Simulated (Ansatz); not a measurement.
Data:

Ta₃Os:
```cif
data_OsTa3
_chemical_formula_sum 'Ta3 Os1'
_space_group_name_H-M_alt 'P 1'
_space_group_IT_number 1
_cell_length_a 4.55199
_cell_length_b 4.55199
_cell_length_c 4.55199
_cell_angle_alpha 60.000
_cell_angle_beta 60.000
_cell_angle_gamma 60.000
loop_
_space_group_symop_operation_xyz
  'x, y, z'
loop_
_atom_site_label
_atom_site_type_symbol
_atom_site_fract_x
_atom_site_fract_y
_atom_site_fract_z
_atom_site_occupancy
Ta1 Ta 0.25000 0.25000 0.25000 1
Ta2 Ta 0.75000 0.75000 0.75000 1
Ta3 Ta 0.50000 0.50000 0.50000 1
Os1 Os 0.00000 0.00000 0.00000 1
```

This is the r²SCAN-relaxed structure.

Question: All from the program Ansatz at the r²SCAN level (PAW), unless another level is named. Predict the formation energy from the elements (no fitted shifts).

Answer: -0.31 eV/atom.

Question: Predict the density of states at the Fermi level.

Answer: 0.39 states/eV per atom (mean over ±0.08 eV).

Space group Fm-3m. The first step of the workflow began from a Materials Project structure, measured or hypothetical; the Crystallography Open Database copy checked does not list it. With Ta and Os taken as one species the cell has the higher symmetry Im-3m, so it may be an ordered model of a mixed-site phase. Whether it is the stable phase at ambient conditions was not checked. The cell was relaxed with r²SCAN under the symmetry of its start; whether a distortion lowers the energy is not shown. The run is not spin-polarised. The references are the lowest solids computed at this level, not always the standard phases. Scalar-relativistic: spin–orbit coupling is off unless named, which matters more the heavier the elements.

Potentials: the later of the program's two PAW sets.
